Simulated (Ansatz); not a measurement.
## Energy against total moment in Ni

Ni is taken as an experimental structure (space group Fm-3m), 1 atom in the cell. Source: COD entry 9012984, which need not be the ambient phase.

```
Ni
1.0
     0.00000    1.76735    1.76735
     1.76735    0.00000    1.76735
     1.76735    1.76735    0.00000
Ni
1
Direct
  0.00000 0.00000 0.00000
```

Numbers behind element symbols give the atom's place in this list.

All numbers below come from DFT, PBE, PAW, plane waves, scalar-relativistic (Ansatz).

```json
{"Plane-wave cutoff": "420 eV", "k-point mesh": "12×12×12 (Γ-centred)", "Occupations": "Fermi–Dirac smearing, 0.1 eV", "Valence electrons": "18"}
```

Moments by site are taken inside atomic spheres; the rest lies between them.

A small moment in a metal is sensitive to the mesh and the smearing.

For a metal this mesh leaves errors of several meV/atom.

Each run fixes N↑ − N↓ and starts with that moment spread in parallel over the Ni atoms; no search for lower states follows. Energies are free energies per cell above the lowest run, the runs with a free moment included. Each row is one local solution, which need not be the lowest state at that M. The run at M = 0 starts without moments and gives the spin-unpolarised solution. The cell holds one magnetic atom, so only parallel order fits; orders in a larger cell may lie lower. The program warns that the SCF threshold is loose for stress, so pressures can be off by 0.1 GPa or more.

The run at M = 0.97 μB took 0.94 s on 2 threads of x86-64 server CPU, with other jobs on the host, peak memory 0.32 GiB.

```tsv
fixed M (μB/cell)	F − F(lowest) (meV/cell)	moments of Ni1 (μB)	pressure (GPa)
0.00	33	0.00	-3.4
0.24	25	0.26	-3.3
0.48	7	0.52	-2.9
0.73	3	0.77	-1.7
0.97	76	0.99	0.5
1.21	236	1.19	3.7
1.45	516	1.38	8.1
1.69	914	1.57	13.5
1.94	1509	1.76	21.2
```

The lowest fixed-moment run is the one at M = 0.73 μB (3 meV). With the constraint released: “usual moment, free total moment [Ni1 2.00 μB]” ends at 0.65 μB, 0 meV; “usual moment scaled by 0.1, free total moment [Ni1 0.20 μB]” ends at 0.65 μB, 0 meV.
